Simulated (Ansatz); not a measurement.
A geometry of TiC away from equilibrium: step 2 of the relaxation of a generated cell, TiC built in the TiAs structure type. These are r2SCAN (plane waves to 500 eV, PAW, scalar-relativistic; Ansatz, a quantum-chemistry and plane-wave program) values and carry that method's errors. Γ-centred k-mesh 12×12×3 on the run's cell, Fermi–Dirac smearing 0.05 eV. The plane waves were selected for a different cell earlier on the path.

```
CELL_PARAMETERS angstrom
      3.04877     0.00000     0.00000
     -1.52438     2.64031     0.00000
      0.00000     0.00000    10.44986
ATOMIC_POSITIONS crystal
  Ti 0.33333 0.66667 0.11726
  Ti 0.66667 0.33333 0.61726
  Ti 0.66667 0.33333 0.88274
  Ti 0.33333 0.66667 0.38274
  C  0.00000 0.00000 0.00000
  C  0.00000 0.00000 0.50000
  C  0.33333 0.66667 0.75000
  C  0.66667 0.33333 0.25000
```

Task: Give the Cartesian forces on all atoms (eV/Å).

Result: 
| atom | Fx | Fy | Fz |
|---|---|---|---|
| Ti1 | 0.00 | 0.00 | 0.91 |
| Ti2 | 0.00 | 0.00 | 0.91 |
| Ti3 | 0.00 | 0.00 | -0.91 |
| Ti4 | 0.00 | 0.00 | -0.91 |
| C5 | 0.00 | 0.00 | 0.00 |
| C6 | 0.00 | 0.00 | 0.00 |
| C7 | 0.00 | 0.00 | 0.00 |
| C8 | 0.00 | 0.00 | 0.00 |

The path ends in P6₃/mmc (No. 194) (AFLOW prototype AB_hP8_194_ad_f (B_i, as in TiAs)). No spin polarisation in the result.

The run could not lose the symmetry of its start: the end is stationary, and may be a saddle point rather than a minimum.

The end of the path is a generated cell of TiC: the first start was made by placing the elements on the sites of a structure type, and the end was not matched to a known phase here, so it may be hypothetical. Known forms of TiC include space group No. 225.
